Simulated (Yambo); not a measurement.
Tl3GaF6 (space group Fm-3m, No. 225), G0W0@LDA in Yambo with this input:

```
rim_cut
gw0
dyson
el_el_corr
HF_and_locXC
ppa
em1d
RandQpts= 1000000
RandGvec= 1 Ry
EXXRLvcs= 84 Ry
VXCRLvcs= 336 Ry
Chimod= "HARTREE"
% BndsRnXp
 1 | 276 |
%
NGsBlkXp= 7 Ry
% LongDrXp
 1.0 | 1.0 | 1.0 |
%
PPAPntXp= 27.2114 eV
% GbndRnge
 1 | 276 |
%
GTermKind= "BG"
DysSolver= "n"
ExtendOut
```

On a 2×2×2 mesh, with wavefunctions cut at 84 Ry, the gap (X → X) is 5.804 eV and the valence edge shifts by -1.181 eV.

### Question
What happens with this change: exchange cut at 40 Ry?

### Answer
The gap falls by 0.073 eV, to 5.731 eV; the shift of the valence edge becomes -1.079 eV. Neither run is shown to be the converged limit. The mesh misses a band edge: along a dense path the LDA gap is 3.11 eV against 3.70 eV on the mesh.

The standard potentials for Ga, Tl keep a d shell in the valence without the s and p states of that shell. In tests on such compounds this moved G0W0 gaps by up to about 0.9 eV, so absolute quasiparticle energies here are unreliable; differences between settings are what counts.

Spin-orbit coupling is not included.

Geometry of the Materials Project entry, not relaxed at this level; primitive cell a = b = c = 6.3495 Å, α = β = γ = 60.00°.

The structure is a Materials Project entry; no match was found in the copy of COD used, and its stability was not checked.

A shift is the quasiparticle energy of the state minus its LDA energy.
